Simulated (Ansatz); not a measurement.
The start is a relaxed Li cell deformed by the Cartesian strain tensor (xx, yy, zz, yz, xz, xy) = (0.075, 0.024, 0.022, -0.055, 0.083, -0.030). Cell shape, volume and atoms are optimised at zero target pressure with r2SCAN (plane waves to 500 eV, PAW, scalar-relativistic; Ansatz, a quantum-chemistry and plane-wave program). The first steps use a coarse 14×12×13 k-mesh.

Input geometry:
```yaml
crystal:
  lattice:
    - [-1.77655, 1.73572, 1.53678]
    - [2.06323, -1.92684, 2.01458]
    - [1.67230, 1.82259, -1.72790]
  atoms:
    - { symbol: Li, position: [0.00000, 0.00000, 0.00000] }
```

How does the volume change?

-10.2 %, from 23.37 to 20.99 Å³/atom.

Is the parent structure recovered?

It returns to the parent structure, Im-3m (No. 229).

How do the shortest distances between atoms change?

The closest pairs of elements (up to four, under 3.6 Å), start → end: Li–Li 2.92 → 3.01 Å.

The end point of the relaxation:

```cif
data_Li2
_chemical_formula_sum 'Li2'
_space_group_name_H-M_alt 'Im-3m'
_space_group_IT_number 229
_space_group_name_Hall '-I 4 2 3'
_cell_length_a 3.47525
_cell_length_b 3.47525
_cell_length_c 3.47525
_cell_angle_alpha 90.000
_cell_angle_beta 90.000
_cell_angle_gamma 90.000
loop_
_atom_site_label
_atom_site_type_symbol
_atom_site_symmetry_multiplicity
_atom_site_Wyckoff_symbol
_atom_site_fract_x
_atom_site_fract_y
_atom_site_fract_z
_atom_site_occupancy
Li1 Li 2 a 0.00000 0.00000 0.00000 1
```
(The calculation used a cell of 1 atom; values per cell refer to that cell.)

Final values are on a 19×19×19 k-mesh of the relaxed cell. No spin polarisation in the result.

The run could not lose the symmetry of its start.
